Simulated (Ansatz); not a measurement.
## Two-dimensional strain map in HfN

Method: DFT PBEsol, scalar-relativistic, plane waves, PAW (Ansatz 0.2.0). Settings: plane waves to 420 eV, k-mesh 18×18×18 (Γ-centred), Gaussian smearing 0.15 eV. Spin–orbit coupling is left out, which can shift energies with elements as heavy as these. No spin polarisation. Energies are free energies at this smearing, counted from the undisturbed cell; pressure is positive in compression.

The starting cell (as given, not relaxed at this level; it stands at -3.0 GPa):

```xyz
2
Lattice="0.0000 2.2590 2.2590 2.2590 0.0000 2.2590 2.2590 2.2590 0.0000" Properties=species:S:1:pos:R:3 pbc="T T T"
Hf    0.0000    0.0000    0.0000
N     2.2590    2.2590    2.2590
```

The cell is strained by p along both x and y and by q along z, fractional coordinates fixed. Points are written (p, q).

Energy above the undisturbed cell in meV/atom (a dash: not computed):

```
 p \ q  -0.080  -0.040  0.000  0.040  0.080
-0.080   691.5   492.1  408.6  399.2      ?
-0.040   306.2   135.7   77.2   91.2  147.4
 0.000   174.5    31.4    0.0   37.8      ?
 0.040       ?    93.2   87.5  150.4  252.6
 0.080   343.2       ?  278.7  365.6  490.7
```

(1) Fill in the withheld energies.

Answers

(1) (-0.080, 0.080): 425.8; (0.000, 0.080): 117.7; (0.040, -0.080): 208.5; (0.080, -0.040): 257.8.